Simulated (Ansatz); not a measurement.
# Lattice vibrations of MoRu$_{2}$ at Γ

Computed with DFT PBE, scalar-relativistic, plane waves, PAW (Ansatz). Plane waves to 420 eV; Γ-centred k mesh 18×18×4; Fermi-Dirac smearing of 0.15 eV. No spin polarisation. Phonons by linear response, acoustic sum rule imposed.

Equilibrium structure at this level:
```
Mo Ru
1.0
     2.75806    0.00000    0.00000
    -1.37903    2.38855    0.00000
     0.00000    0.00000   13.17319
Mo Ru
2 4
Cartesian
  0.0000 1.5924 3.2933
  1.3790 0.7962 9.8799
  0.0000 1.5924 12.0909
  0.0000 1.5924 7.6689
  1.3790 0.7962 1.0823
  1.3790 0.7962 5.5043
```

It was reached by relaxing an invented guess, and it needn't be the stable form of this composition. In a metal, frequencies depend on the k mesh and the smearing, soft modes most.

Optical modes at Γ:
```csv
frequency (THz),degeneracy
2.19,2
2.50,2
3.42,2
4.06,2
4.43,1
4.49,2
4.83,1
5.38,1
6.18,1
6.83,1
```

All 15 optical modes at Γ are real: no displacement of atoms at fixed cell lowers the energy to second order. Strains and modes at other wave vectors aren't tested by this run.
